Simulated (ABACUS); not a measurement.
Set-up for a self-consistent single point of Tl9BiSe6 (P-1, 16 atoms in the cell; from Materials Project mp-675989, lattice scaled a little).

```yaml
crystal:
  lattice:
    - [8.57593, 0.00000, 0.00000]
    - [-0.00430, 8.57718, 0.00000]
    - [-4.27778, -4.28810, 6.55922]
  atoms:
    - { symbol: Tl, position: [0.79473, 0.99533, 0.30935] }
    - { symbol: Tl, position: [0.20527, 0.00467, 0.69065] }
    - { symbol: Tl, position: [0.68617, 0.20506, 0.69118] }
    - { symbol: Tl, position: [0.31383, 0.79494, 0.30882] }
    - { symbol: Tl, position: [0.00000, 0.00000, 0.00000] }
    - { symbol: Tl, position: [0.51392, 0.31354, 0.30883] }
    - { symbol: Tl, position: [0.48608, 0.68646, 0.69117] }
    - { symbol: Tl, position: [0.00514, 0.48516, 0.69041] }
    - { symbol: Tl, position: [0.99486, 0.51484, 0.30959] }
    - { symbol: Bi, position: [0.50000, 0.50000, 0.00000] }
    - { symbol: Se, position: [0.27382, 0.27218, 0.54574] }
    - { symbol: Se, position: [0.72618, 0.72782, 0.45426] }
    - { symbol: Se, position: [0.64799, 0.18203, 0.00059] }
    - { symbol: Se, position: [0.35201, 0.81797, 0.99941] }
    - { symbol: Se, position: [0.18158, 0.35230, 0.99985] }
    - { symbol: Se, position: [0.81842, 0.64770, 0.00015] }
```

Computed with LDA (PW92), numerical atomic orbitals TZP (confined pseudo-atomic orbitals; energy shift 0.003 Ry), PseudoDojo 0.4 standard norm-conserving LDA (tails mended) pseudopotentials (ABACUS 3.10.1).

ABACUS settings:

- basis: TZP numerical atomic orbitals, energy shift 0.003 Ry
- KPT: Gamma 2 2 2 0 0 0
- basis_type: lcao
- dft_functional: PWLDA
- ecutwfc: 100 Ry
- smearing_method: gaussian
- smearing_sigma: 0.00367493 Ry
- potentials: PseudoDojo 0.4 standard norm-conserving LDA (tails mended)
- symmetry: 1
- symmetry_prec: 1e-05
- ks_solver: genelpa
- scf_nmax: 100
- scf_thr: 1.0e-06
- mixing_type: pulay

Results:

| Quantity | Value |
|---|---|
| Number of valence electrons | 228 |
| Number of bands | 137 |
| Number of k-points after the program's reduction | 8 |
| Size of the basis | 352 |
| Number of SCF iterations | 9 |
| Free energy E − TS | -36866.4519 eV |
| Top of the valence band (on the code's own zero) | 7.98 eV |
| Gap on the k-point mesh | 0.72 eV |

The gap is read on the k-point mesh of the run and can differ from the gap over the whole zone at this level.

Spin-orbit coupling is left out, which matters for bands and gaps with elements this heavy. The atom-centred basis is finite, which shifts total energies and gaps against plane waves. Forces and stress are left out: the polarisation orbitals used for some of these elements are too diffuse to give them reliably, and gaps can carry the same lack. The structure comes from a collection of computed structures, made at another level of theory; the collection holds predicted forms beside known ones. Its lattice was then scaled.

Cost on one core: around 7 core-minutes (rough).

The atomic orbitals were generated for these runs; they are not ABACUS's published sets and were checked against plane waves on a few crystals only.

“Tails mended”: in these copies of the files the far tail of each local potential was reset to the Coulomb form.
